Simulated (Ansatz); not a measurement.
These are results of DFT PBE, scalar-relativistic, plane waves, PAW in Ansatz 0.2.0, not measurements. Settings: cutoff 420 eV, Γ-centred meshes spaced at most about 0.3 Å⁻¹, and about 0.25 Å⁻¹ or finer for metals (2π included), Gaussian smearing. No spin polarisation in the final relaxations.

These are static total energies at zero pressure.

Two forms of TaOF were relaxed alike.

1.

```
Ta O F
1.0
     3.75662    0.00000    0.00000
    -1.87831    3.25333    0.00000
     0.00000    0.00000    2.57293
Ta O F
1 1 1
Cartesian
  1.8783 1.0844 1.2865
  0.0000 2.1689 0.0000
  0.0000 0.0000 0.0000
```

2.

```
Ta O F
1.0
     3.59127    0.00000    0.00000
    -1.79563    3.11013    0.00000
     0.00000    0.00000    2.89714
Ta O F
1 1 1
Direct
  0.00000 0.00000 0.50000
  0.66667 0.33333 0.50000
  0.33333 0.66667 0.00000
```

Question: Which placement of the atoms is lower in energy, and by how much?

Answer: Cell 2 is lower, by 1.15 eV/atom. The two share one framework of sites and differ in which element sits where. Cell 1 has space group P-6m2 (No. 187), 10.5 Å³/atom and no gap on its mesh; cell 2 has space group P-6m2 (No. 187), 10.8 Å³/atom and no gap. Counting F or O atoms around Ta (for each partner element, those within 1.25 times its shortest distance or 1.15 times the sum of covalent radii, where it is the nearest in units of that sum or under 1.3; a plus sign parts groups by distance over the sum of covalent radii), cell 1 has Ta 12 and cell 2 has Ta 3+6. Both come from invented guesses. A third cell relaxed alike, in P4/mmm, lies 296 meV/atom below the lower of the two.

These runs have no spin–orbit coupling, which can matter for Ta. A magnetic state wasn't ruled out in cells without spin, among them P-6m2 at 10.5 Å³/atom. Cells relaxed within their symmetry can be saddle points.
